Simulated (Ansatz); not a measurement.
B$_{4}$C:
```yaml
crystal:
  lattice:
    - [4.37616, 2.79698, 0.00000]
    - [-4.37616, 2.79698, 0.00000]
    - [-2.43083, 0.00000, 4.42055]
  atoms:
    - { symbol: B, position: [0.49185, 0.50815, 0.83743] }
    - { symbol: B, position: [0.50230, 0.17581, 0.48472] }
    - { symbol: B, position: [0.82419, 0.49770, 0.48472] }
    - { symbol: B, position: [0.49388, 0.83101, 0.50461] }
    - { symbol: B, position: [0.16899, 0.50612, 0.50461] }
    - { symbol: B, position: [0.30656, 0.69344, 0.18059] }
    - { symbol: B, position: [0.69000, 0.31000, 0.81184] }
    - { symbol: B, position: [0.30322, 0.18819, 0.69478] }
    - { symbol: B, position: [0.81181, 0.69678, 0.69478] }
    - { symbol: B, position: [0.69603, 0.81744, 0.29920] }
    - { symbol: B, position: [0.18256, 0.30397, 0.29920] }
    - { symbol: B, position: [0.00052, 0.99948, 0.98906] }
    - { symbol: C, position: [0.50303, 0.49697, 0.17500] }
    - { symbol: C, position: [0.12422, 0.87578, 0.88158] }
    - { symbol: C, position: [0.87946, 0.12054, 0.10397] }
```

Relaxed with r²SCAN. Special points in fractions of this cell's reciprocal vectors: Γ (0.000, 0.000, 0.000); C (0.383, 0.383, 0.000); C2 (-0.383, 0.617, 0.000); Y2 (-0.500, 0.500, 0.000); M2 (-0.500, 0.500, 0.500); D (-0.272, 0.728, 0.500); D2 (0.272, 0.272, 0.500); A (0.000, 0.000, 0.500); L2 (0.000, 0.500, 0.500); V2 (0.000, 0.500, 0.000).

Question: List the band energies nearest the valence-band maximum at these points for r²SCAN (plane waves, PAW; program Ansatz).

Answer: In eV from the valence-band maximum; about four levels below and three above (degenerate sets whole), none deeper than 8.9 eV; points with the same levels are listed once.

```csv
k,below,above
Γ,-1.12 -1.04 -0.77 -0.25,5.39 5.70 5.76
C,-2.37 -1.90 -1.25 -0.45,3.67 4.00 4.52
Y2,-2.51 -1.66 -1.27 0.00,3.57 4.27 4.89
M2,-1.27 -1.09 -1.01 -0.50,3.23 3.77 4.45
D,-1.80 -1.57 -1.26 -0.93,3.78 3.89 4.79
A,-1.84 -1.50 -1.28 -0.26,3.22 4.20 4.48
L2,-2.24 -1.46 -0.73 -0.36,3.51 4.41 5.00
V2,-2.25 -1.77 -1.06 -0.73,3.23 3.68 4.45
```

Space group Cm. The workflow started from a Materials Project entry (that database holds measured and hypothetical structures alike); the Crystallography Open Database copy checked does not list it. Its standing as an ambient phase is unchecked. Symmetry was held in the r²SCAN relaxation; of distortions, only those at the zone centre were tested.

Potentials: the earlier of the program's two PAW sets.
